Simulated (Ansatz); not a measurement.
Values for one crystal, relaxed and computed with PBE (plane waves, PAW; program Ansatz); other levels are named.

* **Volume per atom**: 13.78 Å³
* **Electronic character**: metallic (no gap)
* **Density of states at the Fermi level**: 1.3 states/eV per atom (mean over ±0.08 eV)
* **Gap with spin–orbit coupling**: none (metallic)
* **Bulk modulus (Birch–Murnaghan fit)**: 206 GPa
* **Formation energy from the elements (no fitted shifts)**: -0.35 eV/atom
* **Pressure derivative B′**: 4.7

Task: Which of these materials gives this?
A. ScRh3N, anti-perovskite
B. CoPdN2, R-3m (Co on 3b, Pd on 3a, N on 6c)
C. SiC2N4, spinel
D. Mg3TiNO3, P4/mmm (Pearson symbol tP8)

Result: A, ScRh3N, anti-perovskite

Space group Pm-3m (anti-perovskite). The start of the workflow was typed in or built on a structure type; neither database checked (COD, Materials Project) lists it. Whether it is the stable phase at ambient conditions was not checked. Symmetry was held in the PBE relaxation; its stability against distortions is not shown here. The workflow began spin-polarised and lost its moments. The references are the lowest solids computed at this level, not always the standard phases (solids in place of the gases). Scalar-relativistic: spin–orbit coupling is off unless named, which matters more the heavier the elements.

Potentials: the earlier of the program's two PAW sets.
